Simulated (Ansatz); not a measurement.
The relaxed structure here is a generated cell of CoSi2: the first start was made by a random draw of sites in a space group, and the end was not matched to a known phase here, so it may be hypothetical. Known forms of CoSi2 include space group No. 225.

A relaxed structure of CoSi2. Space group P6₃/mmc (No. 194). All values below come from r2SCAN (plane waves to 500 eV, PAW, scalar-relativistic; Ansatz, a first-principles code).

Space group P6₃/mmc (No. 194); a = 3.725 Å, b = 3.725 Å, c = 9.058 Å, α = 90.00°, β = 90.00°, γ = 120.00°

```json
[
 {"atom": "Co", "site": "2c", "symmetry": "-6m2", "x": "0.3333", "y": "0.6667", "z": "0.2500"},
 {"atom": "Si", "site": "2b", "symmetry": "-6m2", "x": "0.0000", "y": "0.0000", "z": "0.2500"},
 {"atom": "Si", "site": "2a", "symmetry": "-3m.", "x": "0.0000", "y": "0.0000", "z": "0.0000"}
]
```

Task: Predict the magnetic moment from r2SCAN.

Result: Net 0.09 μB/atom, ferromagnetic.

Spin state reached: ferromagnetic (net 0.09 μB/atom), from parallel starting moments; other spin orders were not run from this start. r2SCAN tends to overstate moments in metals.

The run could not lose the symmetry of its start: the end is stationary, and may be a saddle point rather than a minimum.

All atoms sit on sites fixed by symmetry, so only the cell could relax.
